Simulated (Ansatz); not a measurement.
# Structure relaxation, C

The start is a generated cell, C built in the diamond structure type. The structure is fully relaxed (lattice and positions, P = 0) with PBEsol (plane waves to 420 eV, PAW, scalar-relativistic; Ansatz, a quantum-chemistry and plane-wave program). First-step values are on the input's coarse k-mesh.

Ansatz input (later rounds restart from its end on a renewed k-mesh):
Ansatz 0.2 input:
```yaml
crystal:
  lattice:
    - [0, 1.785, 1.785]
    - [1.785, 0, 1.785]
    - [1.785, 1.785, 0]
  atoms:
    - { symbol: C, position: [0.5, 0.5, 0.5] }
    - { symbol: C, position: [0.75, 0.75, 0.75] }
basis: { ecutwfc: 420, ecutrho_ratio: 4, xc_grid: 2, fft_grid_basis: typed }
kpoints: { mp_grid: { grid: [11, 11, 11] } }
hamiltonian:
  xc: pbesol
  dispersion: none
  pseudopotentials: { azcp: { folder: ./paw }, kind: paw }
scf: { occupations: { method: fermi_dirac, width: 0.05 } }
relax: { f_tol: 0.01, max_steps: 100, cell: { stress_tol: 0.02 } }
output: { forces: true, stress: true }
```

Problem. How large is the pressure on the unrelaxed cell, and of which sign?

Solution. -6.0 GPa (negative: the cell is under tension).

Problem. By how much does the energy per atom fall from start to end?

Solution. 1 meV/atom.

Problem. How does the volume change?

Solution. -1.4 %, from 5.69 to 5.61 Å³/atom.

Problem. What band gap does the relaxed structure have at this level?

Solution. 4.04 eV, indirect (valence top at Γ, conduction bottom at 75 % of the way from Γ to X) (no spin-orbit coupling).

Problem. Give the final cell and atomic positions.

Solution. 
Space group Fd-3m, origin choice 1 (No. 227); a = b = c = 3.5537 Å, α = β = γ = 90.00°

| atom | site | symmetry | x | y | z |
|---|---|---|---|---|---|
| C | 8a | -43m | 0.0000 | 0.0000 | 0.0000 |
(The calculation used a cell of 2 atoms; values per cell refer to that cell.)

The space group stays Fd-3m (No. 227) (the run could not lower it); the end is diamond type, with 2 atoms in the primitive cell. Final values are on a 16×16×16 k-mesh of the relaxed cell. No spin polarisation in the result.

The run could not lose the symmetry of its start.

All atoms sit on sites fixed by symmetry, so only the cell could relax.
